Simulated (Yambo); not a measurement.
Yambo run on KMgF3 (cubic perovskite, space group Pm-3m, No. 221). The wavefunctions are PBEsol (pw.x of Quantum ESPRESSO, ONCV potentials, scalar-relativistic) ones on a 4×4×4 mesh (20 occupied bands); a = 3.978 Å, b = 3.978 Å, c = 3.978 Å, α = 90.00°, β = 90.00°, γ = 90.00°.

Yambo input:

```
rim_cut
gw0
dyson
el_el_corr
HF_and_locXC
ppa
em1d
RandQpts= 1000000
RandGvec= 1 Ry
EXXRLvcs= 84 Ry
VXCRLvcs= 336 Ry
Chimod= "HARTREE"
% BndsRnXp
 2 | 123 |
%
NGsBlkXp= 8 Ry
% LongDrXp
 1.0 | 1.0 | 1.0 |
%
PPAPntXp= 27.2114 eV
% GbndRnge
 1 | 123 |
%
GTermKind= "none"
DysSolver= "n"
ExtendOut
% QPkrange
 1 | 1 | 20 | 21 |
 10 | 10 | 20 | 20 |
%
```

k points by index: 1 = Γ, 10 = R.

The o-*.qp file then holds:

```
#    K-point    Band    Eo [eV]    E [eV]    E-Eo [eV]    Vxc [eV]    Vnlxc [eV]    Sc|Eo [eV]    Sc|E [eV]    dSc/dw|Eo [eV]    Re(Z)    Im(Z)
#
    1    20    -0.327864    -2.835280    -2.507416    -22.54478    -30.39236    4.816382    5.340165    -5.684132    0.827206    -0.590451E-3
    1    21    7.206779    8.767664    1.560885    -11.03342    -6.281357    -3.007099    -3.191175    -3.208943    0.894513    -0.552513E-3
    10    20    0.000000    -2.488294    -2.488294    -22.71266    -30.65769    4.930832    5.456739    -5.750925    0.825529    -0.947389E-3
```
(The two width columns are left out.) Convergence of these settings isn't established.

Geometry of the Materials Project entry, not relaxed at this level.
